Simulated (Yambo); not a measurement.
A G0W0@PBEsol run in Yambo for a free-standing AlClO monolayer (symmetry Pmmn, slab cell 19.0 Å high) (6×4×1 Γ-centred k mesh, 142 bands and a 7 Ry block in the screening, 142 bands in G with the Bruneval-Gonze terminator, plasmon pole fitted at 27.2 eV, slab-truncated Coulomb interaction, stochastic integration of W near q = 0) gives these matrix elements, in eV, at the band edges ((-0.5, 0) → Γ):

```json
[
 {"state": "valence edge", "E0": "0.000", "<Vxc>": "-14.561", "<Σx>": "-19.112", "<Σc(E0)>": "1.932", "Z": "0.824"},
 {"state": "conduction edge", "E0": "5.957", "<Vxc>": "-10.920", "<Σx>": "-6.432", "<Σc(E0)>": "-2.875", "Z": "0.864"}
]
```

### Question
Solve the linearised quasiparticle equation for both states, give the gap, and say how exchange and correlation each act on it.

### Answer
E = E0 + Z(Σx + Σc − Vxc). Valence: 0.000 + 0.824 × (-19.112 + (1.932) − (-14.561)) = -2.16 eV. Conduction: 5.957 + 0.864 × (-6.432 + (-2.875) − (-10.920)) = 7.35 eV. The gap is 9.51 eV, against 5.96 eV in PBEsol. Replacing Vxc by bare exchange alone would open it by 9.04 eV; correlation takes back 4.81 eV of that, and Z scales what is left. Nearest settings tried, and what they do to the gap: 53 bands in G: -7 meV; 53 bands in W, 53 bands in G: +102 meV. Not varied: block, mesh, cell height. So the settings aren't converged at that level. 

Geometry relaxed with PBEsol; primitive cell a = 3.1353 Å, b = 3.6360 Å, c = 19.0000 Å, α = 90.00°, β = 90.00°, γ = 90.00°.

This is a model layer cut from the bulk structure; whether it is stable on its own was not checked.
